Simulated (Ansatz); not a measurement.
In$_{2}$O$_{3}$:
```cif
data_In12O18
_chemical_formula_sum 'In12 O18'
_space_group_name_H-M_alt 'R-3c :H'
_space_group_IT_number 167
_space_group_name_Hall '-R 3 2"c'
_cell_length_a 5.51272
_cell_length_b 5.51272
_cell_length_c 14.53407
_cell_angle_alpha 90.000
_cell_angle_beta 90.000
_cell_angle_gamma 120.000
loop_
_atom_site_label
_atom_site_type_symbol
_atom_site_symmetry_multiplicity
_atom_site_Wyckoff_symbol
_atom_site_fract_x
_atom_site_fract_y
_atom_site_fract_z
_atom_site_occupancy
In1 In 12 c 0.00000 0.00000 0.14255 1
O1 O 18 e 0.29580 0.29580 0.25000 1
```
(The calculation used a cell of 10 atoms; values per cell refer to that cell.)

Relaxed with PBEsol. PBEsol (plane waves, PAW; program Ansatz) gives a gap of 1.11 eV.

**Question.** What gap does HSE06 give on the same cell (Ansatz, PAW)?

**Answer.** 2.73 eV, 1.62 eV more. The hybrid was solved on a coarser mesh and at special points; its gap is the smallest among all of these.

```csv
k,v1 PBEsol,c1 PBEsol,v1 HSE06,c1 HSE06
Γ,-0.05,1.11,0.00,2.73
T,-0.20,4.26,-0.18,5.96
L,-0.07,4.82,[?],[?]
F,-0.04,5.04,[?],[?]
S0,-0.08,5.15,[?],[?]
H0,-0.16,5.44,[?],[?]
```

**Question.** Top valence (v1) and lowest conduction level (c1) in eV from each method's valence maximum (which need not be a listed point): supply the withheld HSE06 values.

**Answer.** 
- S0, v1 HSE06: -0.06
- S0, c1 HSE06: 6.99
- H0, v1 HSE06: -0.14
- H0, c1 HSE06: 7.30
- F, v1 HSE06: -0.03
- F, c1 HSE06: 6.86
- L, v1 HSE06: -0.07
- L, c1 HSE06: 6.59

Cost on shared cores: the PBEsol run (SCF on a 6×6×6 mesh, then bands and DOS) about 2.4 core-minutes (a rough figure), the HSE06 run (SCF on 4×4×4, then a few points) very roughly 3 core-minutes; the tasks are unlike.

The first step of the workflow began from a Materials Project structure, measured or hypothetical; the Crystallography Open Database files this formula in space group No. 167, but the cells were not matched. It is not the phase usual at ambient conditions (space group No. 206). The PBEsol relaxation kept the symmetry of its start; whether a distortion lowers the energy is not shown. Spin–orbit coupling is left out wherever it is not named.

Potentials: the earlier of the program's two PAW sets.
